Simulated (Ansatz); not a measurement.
Zr3TiCu2 under strains and displacements

All numbers below come from DFT PBEsol, scalar-relativistic, plane waves, PAW in Ansatz 0.2.0.

Cutoff 420 eV; k points 12×12×4 on the computed 6-atom cell (Γ-centred); Gaussian smearing, width 0.10 eV; no spin polarisation.

Reference cell:

```xyz
6
Lattice="3.1543 0.0000 0.0000 0.0000 3.1543 0.0000 0.0000 0.0000 11.0113" Properties=species:S:1:pos:R:3 pbc="T T T"
Zr    0.0000    0.0000    7.1733
Zr    0.0000    0.0000    3.6268
Zr    1.5772    1.5772    9.3840
Ti    1.5772    1.5772    1.6691
Cu    0.0000    0.0000    0.2655
Cu    1.5772    1.5772    5.4096
```

Each variant moves atoms of this cell by the vectors given, if any (Å), and then applies a symmetric strain (tensor components, Cartesian axes). The reference cell isn't relaxed at this level. Energies are per atom at zero smearing, counted from the reference cell. Pressure is positive in compression.

1. strain (xx yy zz yz xz xy, %) 0.20 0.20 9.20 0.00 0.00 0.00; moves: Zr1 (0.000, 0.000, 0.047); Zr2 (0.000, 0.000, -0.180); Zr3 (0.000, 0.000, -0.091); Ti4 (0.000, 0.000, 0.088); Cu5 (0.000, 0.000, 0.070); Cu6 (0.000, 0.000, 0.065)
2. strain (xx yy zz yz xz xy, %) 2.68 2.68 8.68 0.00 0.00 0.00; moves: Zr1 (0.000, 0.000, 0.156); Zr2 (0.000, 0.000, -0.154); Zr3 (0.000, 0.000, -0.056); Ti4 (0.000, 0.000, -0.067); Cu5 (0.000, 0.000, -0.129); Cu6 (0.000, 0.000, 0.251)
3. strain (xx yy zz yz xz xy, %) 1.31 1.31 7.31 0.00 0.00 0.00; moves: Zr1 (0.000, 0.000, 0.019); Zr2 (0.000, 0.000, -0.039); Zr3 (0.000, 0.000, -0.007); Cu5 (0.000, 0.000, 0.053); Cu6 (0.000, 0.000, -0.026)
4. strain (xx yy zz yz xz xy, %) -4.01 -4.01 -1.01 0.00 0.00 0.00; moves: Zr1 (0.000, 0.000, 0.070); Zr2 (0.000, 0.000, -0.193); Zr3 (0.000, 0.000, -0.062); Ti4 (0.000, 0.000, 0.271); Cu5 (0.000, 0.000, 0.035); Cu6 (0.000, 0.000, -0.120)

The reference cell has pressure -3.55 GPa, largest force 0.035 eV/Å and no gap (metal).

```json
{"variant": "1", "ΔE (meV/atom)": "135.4", "P (GPa)": "-9.77", "largest force (eV/Å)": "1.34", "space group": "P4mm"}
{"variant": "2", "ΔE (meV/atom)": "187.3", "P (GPa)": "-13.00", "largest force (eV/Å)": "0.59", "space group": "P4mm"}
{"variant": "3", "ΔE (meV/atom)": "102.6", "P (GPa)": "-11.97", "largest force (eV/Å)": "0.14", "space group": "P4mm"}
{"variant": "4", "ΔE (meV/atom)": "195.1", "P (GPa)": "11.69", "largest force (eV/Å)": "4.20", "space group": "P4mm"}
```

Spin polarisation was left out, and a magnetic state may lie lower.